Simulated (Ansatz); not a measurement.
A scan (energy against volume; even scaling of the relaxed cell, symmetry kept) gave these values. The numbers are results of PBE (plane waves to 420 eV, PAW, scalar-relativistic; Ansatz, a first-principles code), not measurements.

The bulk modulus at fixed cell shape B₀ (third-order Birch-Murnaghan fit) comes out as 60.1 GPa. The pressure derivative B₀′ (fit) is 4.9. The equilibrium volume of the fit is 22.64 Å³/atom.

Task: Of these crystals, all scanned alike, which one is it?
A) GaCuSe₂ (chalcopyrite)
B) TaAs (NbAs type, space group I4_1md)
C) Tl (hcp, Mg type)

Result: A, GaCuSe₂ (chalcopyrite). The others have, for the bulk modulus at fixed cell shape: TaAs 177 GPa, Tl 26.2 GPa

All were relaxed with their symmetry unable to fall. At this level the bands of GaCuSe2 touch or barely overlap; measurements give the solid a gap. At this level the bands of TaAs touch or barely overlap. GaCuSe2 is run without spin polarisation. Spin-orbit coupling is left out. TaAs is run without spin polarisation. The relaxed volume of Tl is well above the measured one; the method has no dispersion term. With the shape held, the modulus is that of even scaling; a crystal free to change shape is softer.

(A scan under strain: stresses follow from slopes of the energy per volume, elastic moduli from its curvatures.)
